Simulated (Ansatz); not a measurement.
Te2Pd in space group R-3m (No. 166; Pd on 3a, Te on 6c) at seven volumes, the program Ansatz at the PBE+D3(BJ) level (PAW), shape and atoms relaxed at each. One row is withheld.

```csv
V (Å³/atom),P (GPa)
22.751,5.52
23.501,3.24
24.251,1.41
25.001,0.01
25.751,-1.11
26.501,?
27.251,-2.57
```

**Question.** Fit the shown pressures and predict the withheld one.

**Answer.** Third-order Birch–Murnaghan: P = (3/2)B₀(x^(7/2) − x^(5/2))[1 + (3/4)(B′ − 4)(x − 1)] with x = (V₀/V)^(2/3). Least squares on the six rows gives V₀ = 25.002 Å³/atom, B₀ = 41.51 GPa, B′ = 7.46. At V = 26.501, x = 0.9619 and P = -1.94 GPa. The run itself gave -1.88 GPa.

A made-up cell: these elements were put on the sites of a structure type; neither database checked (COD, Materials Project) lists it. COD files the formula under space group No. 164. Whether it is the stable phase at ambient conditions was not checked. The PBE+D3(BJ) relaxation kept the symmetry of its start; its stability against distortions is not shown here. No spin polarisation was allowed. Spin–orbit coupling is left out wherever it is not named.

Potentials: the later of the program's two PAW sets.
